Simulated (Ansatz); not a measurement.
# Ta2W3 (I4/mmm)

Theory: DFT PBE, scalar-relativistic, plane waves, PAW in Ansatz 0.2.0.

Cutoff 420 eV; k points 16×16×16 on the computed 5-atom cell (Γ-centred); Gaussian smearing, width 0.10 eV; no spin polarisation.

The structure is relaxed at this level of theory with its symmetry kept, and needn't be the ground state of this composition.

```
CELL_PARAMETERS angstrom
-1.61229 1.61229 8.09789
1.61229 -1.61229 8.09789
1.61229 1.61229 -8.09789
ATOMIC_POSITIONS crystal
Ta 0.59969 0.59969 0.00000
Ta 0.40031 0.40031 0.00000
W 0.00000 0.00000 0.00000
W 0.20288 0.20288 0.00000
W 0.79712 0.79712 0.00000
```

(1) Formation energy from the elements' standard states (uncorrected)?

(2) Kohn–Sham band gap?

(3) Density of states at the Fermi level?

(4) Orbital (Löwdin) character within 0.5 eV of the Fermi level?

(5) Bader charge by site (e)?

Spin-orbit coupling is left out, which matters for the bands of heavy elements.

## Answers

(1) -0.111 eV/atom.

(2) none (metal).

(3) 2.3 states/eV per cell.

(4) W 5d 53 %, Ta 5d 29 %, unprojected 9 %.

(5) Ta (2 in the cell) 0.64, W (1 in the cell) -0.65, W (2 in the cell) -0.32.

The cell was found from a structure generator's guess, not taken from experiment. Löwdin shares on free-atom orbitals overweight diffuse shells.
